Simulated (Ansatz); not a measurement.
# CdTe with a Te vacancy: a run for the field gradients

```yaml
crystal:
  lattice:
    - [0.0, 9.615, 9.615]
    - [9.615, 0.0, 9.615]
    - [9.615, 9.615, 0.0]
  atoms:
    - { symbol: Cd, position: [0.0, 0.0, 0.0] }
    - { symbol: Cd, position: [0.0, 0.0, 0.3333333333] }
    - { symbol: Cd, position: [0.0, 0.0, 0.6666666667] }
    - { symbol: Cd, position: [0.0, 0.3333333333, 0.0] }
    - { symbol: Cd, position: [0.0, 0.3333333333, 0.3333333333] }
    - { symbol: Cd, position: [0.0, 0.3333333333, 0.6666666667] }
    - { symbol: Cd, position: [0.0, 0.6666666667, 0.0] }
    - { symbol: Cd, position: [0.0, 0.6666666667, 0.3333333333] }
    - { symbol: Cd, position: [0.0, 0.6666666667, 0.6666666667] }
    - { symbol: Cd, position: [0.3333333333, 0.0, 0.0] }
    - { symbol: Cd, position: [0.3333333333, 0.0, 0.3333333333] }
    - { symbol: Cd, position: [0.3333333333, 0.0, 0.6666666667] }
    - { symbol: Cd, position: [0.3333333333, 0.3333333333, 0.0] }
    - { symbol: Cd, position: [0.3333333333, 0.3333333333, 0.3333333333] }
    - { symbol: Cd, position: [0.3333333333, 0.3333333333, 0.6666666667] }
    - { symbol: Cd, position: [0.3333333333, 0.6666666667, 0.0] }
    - { symbol: Cd, position: [0.3333333333, 0.6666666667, 0.3333333333] }
    - { symbol: Cd, position: [0.3333333333, 0.6666666667, 0.6666666667] }
    - { symbol: Cd, position: [0.6666666667, 0.0, 0.0] }
    - { symbol: Cd, position: [0.6666666667, 0.0, 0.3333333333] }
    - { symbol: Cd, position: [0.6666666667, 0.0, 0.6666666667] }
    - { symbol: Cd, position: [0.6666666667, 0.3333333333, 0.0] }
    - { symbol: Cd, position: [0.6666666667, 0.3333333333, 0.3333333333] }
    - { symbol: Cd, position: [0.6666666667, 0.3333333333, 0.6666666667] }
    - { symbol: Cd, position: [0.6666666667, 0.6666666667, 0.0] }
    - { symbol: Cd, position: [0.6666666667, 0.6666666667, 0.3333333333] }
    - { symbol: Cd, position: [0.6666666667, 0.6666666667, 0.6666666667] }
    - { symbol: Te, position: [0.0833333333, 0.0833333333, 0.4166666667] }
    - { symbol: Te, position: [0.0833333333, 0.0833333333, 0.75] }
    - { symbol: Te, position: [0.0833333333, 0.4166666667, 0.0833333333] }
    - { symbol: Te, position: [0.0833333333, 0.4166666667, 0.4166666667] }
    - { symbol: Te, position: [0.0833333333, 0.4166666667, 0.75] }
    - { symbol: Te, position: [0.0833333333, 0.75, 0.0833333333] }
    - { symbol: Te, position: [0.0833333333, 0.75, 0.4166666667] }
    - { symbol: Te, position: [0.0833333333, 0.75, 0.75] }
    - { symbol: Te, position: [0.4166666667, 0.0833333333, 0.0833333333] }
    - { symbol: Te, position: [0.4166666667, 0.0833333333, 0.4166666667] }
    - { symbol: Te, position: [0.4166666667, 0.0833333333, 0.75] }
    - { symbol: Te, position: [0.4166666667, 0.4166666667, 0.0833333333] }
    - { symbol: Te, position: [0.4166666667, 0.4166666667, 0.4166666667] }
    - { symbol: Te, position: [0.4166666667, 0.4166666667, 0.75] }
    - { symbol: Te, position: [0.4166666667, 0.75, 0.0833333333] }
    - { symbol: Te, position: [0.4166666667, 0.75, 0.4166666667] }
    - { symbol: Te, position: [0.4166666667, 0.75, 0.75] }
    - { symbol: Te, position: [0.75, 0.0833333333, 0.0833333333] }
    - { symbol: Te, position: [0.75, 0.0833333333, 0.4166666667] }
    - { symbol: Te, position: [0.75, 0.0833333333, 0.75] }
    - { symbol: Te, position: [0.75, 0.4166666667, 0.0833333333] }
    - { symbol: Te, position: [0.75, 0.4166666667, 0.4166666667] }
    - { symbol: Te, position: [0.75, 0.4166666667, 0.75] }
    - { symbol: Te, position: [0.75, 0.75, 0.0833333333] }
    - { symbol: Te, position: [0.75, 0.75, 0.4166666667] }
    - { symbol: Te, position: [0.75, 0.75, 0.75] }
total_charge: 2
kpoints:
  mp_grid: { grid: [2, 2, 2] }
scf:
  max_iter: 50
hamiltonian:
  xc: pbe
  pseudopotentials: { kind: paw }
output:
  forces: true
  stress: true
  populations: true
  efg: { contact_densities: true }
```

```sh
ansatz run input.yaml --threads 4 --pin off --max-ram 10240MiB --backend cpu --events-out ev --progress --plain --runs-dir out
```

Q: Does this calculation finish, and if not, why?

A: The input was rejected before any iteration. The input holds no occupation method. The program says:

```
Error: YAML parse error: `scf.occupations.method` is required: fixed only where the cell keeps a band gap throughout the run, explicit beside scf.occupations.values (under evaluate: without them), else a smearing such as fermi_dirac (scf.occupations.width is optional; its entry in the input reference gives the default)
```

Against a sound input the change was `scf.occupations`: {method: fermi_dirac, width: 0.01} → not typed; `scf.max_iter`: not typed → 50.

With the sound settings the run converges and gives V_zz (10²¹ V/m²) Cd1 20.2 (η 0.00), Cd3 -1.73 (η 0.52), Cd5 -0.78 (η 0.77), Cd18 0.17 (η 0.00), Te28 13.87 (η 0.11), Te31 -1.79 (η 0.00), among others; a site carries the number of its first atom in the input. The run isn't spin-polarised, and a state with spin may lie lower. The defect repeats with the cell of 53 atoms, so it feels its images: sites between two images don't show the values beside a lone defect, and zeros or small values of η there can come from the images' arrangement. A uniform background compensates the cell's charge. The defect cell has no gap above 0.1 eV on its mesh, so the values can hang on the smearing and the k-mesh. Without spin–orbit coupling the gradients at and beside Te can be off by some per cent, at some sites by more. The neighbours have not yet relaxed around the defect (largest force 0.47 eV/Å), so a real crystal will differ.
